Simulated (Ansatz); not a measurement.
input.yaml

```yaml
crystal:
  lattice:
    - [4.839616, -0.177056, 0.087453]
    - [-0.183332, 5.272859, -0.019211]
    - [0.094513, -0.029291, 4.440872]
  atoms:
    - { symbol: C, position: [0.9138738598, 0.5107968886, 0.3568415983] }
    - { symbol: C, position: [0.7850983429, 0.7459619326, 0.4236391221] }
    - { symbol: C, position: [0.9297163408, 0.8902315353, 0.656518156] }
    - { symbol: C, position: [0.2928413923, 0.2770631309, 0.1424250708] }
    - { symbol: C, position: [0.0448276098, 0.4083018668, 0.6314784433] }
    - { symbol: B, position: [0.8202511925, 0.1492750445, 0.7915257866] }
    - { symbol: B, position: [0.4948106562, 0.7930707839, 0.3119598752] }
    - { symbol: B, position: [0.97847582, 0.3351010575, 0.0696138087] }
    - { symbol: B, position: [0.3812429294, 0.8203176651, 0.9615453891] }
    - { symbol: B, position: [0.2958202501, 0.9171735022, 0.6133807568] }
    - { symbol: B, position: [0.4702825513, 0.1368792717, 0.8890660397] }
    - { symbol: B, position: [0.2328779283, 0.5799072582, 0.1615685295] }
    - { symbol: B, position: [0.2637953637, 0.2233523443, 0.489844684] }
    - { symbol: B, position: [0.1016907356, 0.6701220808, 0.8084694612] }
basis:
  ecutwfc: 420
kpoints:
  mp_grid: { grid: [7, 6, 8] }
hamiltonian:
  xc: pbe
scf:
  occupations: { method: gaussian, width: 0.1 }
  n_extra_bands: 8
output:
  forces: true
  stress: true
  eigenvalues: true
  populations: true
  dos:
    method: { smearing: { sigma: 0.1, scheme: gaussian } }
    projected: true
    de: 0.02
```

Launched with
```bash
ansatz run input.yaml --threads 2 --pin off --max-ram 5120MiB --backend cpu --events-out ev --progress --plain --runs-dir out
```

Level of theory: DFT PBE, scalar-relativistic, plane waves, PAW in Ansatz.

Abridged output (final results; tables in files aren't shown):

```
SCF 1 converged in 9 iterations: F = -2651.128791 eV  dr2 = 8.19e-9
SCF converged after 9 iterations
Free energy (F): -2651.128791 eV
Harris-Foulkes:  -2651.128791 eV  (|F-HF|=1.13e-9)
Internal energy: -2651.115777 eV  (E = F + TS)
E sigma→0 (E₀):  -2651.122284 eV
Entropy (-TS):   -0.013014 eV (-0.930 meV/atom)
Fermi energy:    7.992970 eV
--- Per-component energies (eV) ---
  E_band       = 31.903540
  E_kinetic    = 886.436822
  E_local      = -1024.436463  (includes V_loc(G=0)·N_el)
  E_nonlocal   = 241.726527
  E_hartree    = 311.398421
  E_xc         = -527.494041
  E_vxc        = -638.200349  (∫ρ·V_xc dr)
  E_paw        = -1202.839312  (= ΣΔE_a)
  E_vpaw       = -56.419424  (= ΣTr[D̂ρ^β])
  E_aug_tail   = 0.000012  (compensation charges beyond the density's cutoff)
  E_ewald      = -1335.907744
  E_smearing   = -0.013014  (= −TS)
--- Forces (eV/Å), atoms counted from 1 ---
  atom   1  C     -0.01484376    -0.01372474     0.04342525
  atom   2  C      0.00760253     0.02762367     0.00250434
  atom   3  C     -0.06327492     0.01651926    -0.05678763
  atom   4  C      0.05740138     0.02229560     0.12296933
  atom   5  C     -0.10791371    -0.04355111    -0.06923816
  atom   6  B      0.02891110     0.03107701     0.00961536
  atom   7  B     -0.03038949    -0.02805775    -0.06735279
  atom   8  B     -0.01072588    -0.04157645     0.02837855
  atom   9  B     -0.00244156     0.04389733     0.04895948
  atom  10  B     -0.02512129     0.00106390     0.04087721
  atom  11  B      0.02569647    -0.03837280    -0.04671813
  atom  12  B      0.04165254     0.02251954    -0.01745184
  atom  13  B      0.07237345     0.02302326    -0.07960721
  atom  14  B      0.02109045    -0.02277425     0.04043224
--- Stress (GPa, compression-positive) ---
        0.162362       0.444611      -0.210428
        0.444607       0.527832      -0.077433
       -0.210431      -0.077433      -0.707822
  P = ⅓ Tr σ = -0.0059 GPa (-0.059 kbar)
--- Band table (eV; the first three rows and the last of 170) ---
  k-point 0: bands = ["-9.9324", "-6.9690", "-5.8453", "-4.3798", "-3.6957", "-2.5239", "-2.0030", "-1.3134", "-0.9046", "0.3813", "0.4819", "1.4709", "1.9472", "2.4727", "3.0947", "3.2468", "3.7230", "3.7866", "4.4124", "5.0556", "5.7301", "5.7882", "7.1136", "8.0872", "8.6326", "8.7451", "10.1432", "11.8754", "12.8853", "13.3383", "13.4342", "14.5835"]
  k-point 1: bands = ["-9.8723", "-7.0066", "-5.8653", "-4.5653", "-3.6114", "-2.7421", "-1.8238", "-1.1997", "-0.7965", "0.0447", "0.6221", "1.3363", "2.0556", "2.4942", "3.1833", "3.3484", "3.6023", "3.8536", "4.5735", "4.9323", "5.6802", "5.9827", "7.0159", "8.0029", "8.6635", "9.0349", "10.2386", "11.7809", "12.8734", "13.3341", "13.6079", "14.3531"]
  k-point 2: bands = ["-9.7067", "-7.1718", "-5.9017", "-4.7801", "-3.5684", "-2.8270", "-2.0198", "-1.2390", "-0.4791", "0.1416", "0.6116", "1.2848", "1.8799", "2.5839", "3.1133", "3.4364", "3.7423", "4.1516", "4.7356", "5.0301", "5.4882", "6.0514", "7.2303", "7.7875", "8.5548", "9.4933", "10.6287", "11.5647", "12.8417", "13.3525", "13.8490", "14.1908"]
  k-point 169: bands = ["-9.6347", "-7.3683", "-5.7502", "-4.6160", "-4.1080", "-2.9117", "-2.0751", "-1.0411", "-0.2813", "0.3382", "0.8007", "1.0452", "2.1398", "2.6122", "3.1931", "3.6632", "3.9904", "4.3405", "4.6596", "4.7688", "5.5934", "5.8655", "6.5137", "7.8502", "8.8080", "9.3959", "10.4587", "11.5017", "12.7324", "13.2576", "13.8234", "14.3313"]
--- Löwdin populations: 14 sites ---
  site symbol q [e]
     0      C      4.0312
     1      C      3.9536
     2      C      4.1037
     3      C      4.2040
     4      C      4.1125
     5      B      2.9979
     6      B      2.9605
     7      B      2.8398
     8      B      2.8759
     9      B      3.0266
    10      B      3.0073
    11      B      2.8878
    12      B      2.7889
    13      B      2.8777
  spilling = 0.007076 (of n_electrons = 47.000000)
```

Self-consistency was reached.

The run took 43 s on 2 threads of Arm Neoverse V2, with other jobs on the host, peak memory 0.67 GiB.